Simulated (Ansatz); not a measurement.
Consider the following.

NbC:
Space group Fm-3m (No. 225); a = b = c = 4.485 Å, α = β = γ = 90.00°

```
atom  site  symmetry       x       y       z
----  ----  --------  ------  ------  ------
Nb      4a      m-3m  0.0000  0.0000  0.0000
C       4b      m-3m  0.5000  0.5000  0.5000
```
(The calculation used a cell of 2 atoms; values per cell refer to that cell.)

This is the PBE-relaxed structure.

**Question.** All from PBE (plane waves, PAW; program Ansatz), unless another level is named. Estimate the electronic character.

**Answer.** metallic (no gap).

**Question.** Give the formation energy from the elements (no fitted shifts).

**Answer.** -0.54 eV/atom.

**Question.** And the gap with spin–orbit coupling?

**Answer.** none (metallic).

Symmetry was held in the PBE relaxation; phonons on a q-mesh show no instability. No spin polarisation was allowed. The references are the lowest solids computed at this level, not always the standard phases. Scalar-relativistic: spin–orbit coupling is off unless named, which matters more the heavier the elements.

Potentials: the later of the program's two PAW sets.
